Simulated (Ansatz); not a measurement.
**Fitting the PBE energy curve of La3InB**

Space group Pm-3m (No. 221). a = 5.329 Å, b = 5.329 Å, c = 5.329 Å, α = 90.00°, β = 90.00°, γ = 90.00°
```csv
atom,site,symmetry,x,y,z
La,3c,4/mm.m,0.0000,0.5000,0.5000
In,1a,m-3m,0.0000,0.0000,0.0000
B,1b,m-3m,0.5000,0.5000,0.5000
```

The cell comes from a database or a generator and needn't be the stable form of this composition.

The cell was scaled at fixed shape and fractions and run with Ansatz, Ansatz PAW, cutoff 420 eV; PBE, k mesh 5 × 5 × 5 on the cell of 5 atoms, fermi-dirac occupations of 0.05 eV, no spin polarisation, no spin-orbit coupling. Energies are those that the program minimises, any entropy of the smearing included. For a metal such a mesh isn't converged to the digits shown.

```csv
V (Å³/atom),energy over the lowest row (meV/atom)
28.4500,21.094
29.0553,9.932
29.6607,?
30.2660,0.000
30.8713,0.534
31.4766,4.312
32.0819,11.057
```

Question: Fit the third-order Birch-Murnaghan form, give V0, B0 and B′, and predict the energy left open.

Answer: With y = (V0/V)^(2/3), E = E0 + (9 V0 B0/16) [(y - 1)³ B′ + (y - 1)² (6 - 4y)]. Least squares through the rows shown give V0 = 30.4723 Å³/atom, E0 = -0.200 meV, B0 = 45.87 GPa (1 eV/Å³ = 160.218 GPa) and B′ = 3.52, with a largest miss of 0.002 meV. At V = 29.6607 the form with these constants gives 3.023 meV; the run gave 3.018 meV an atom.
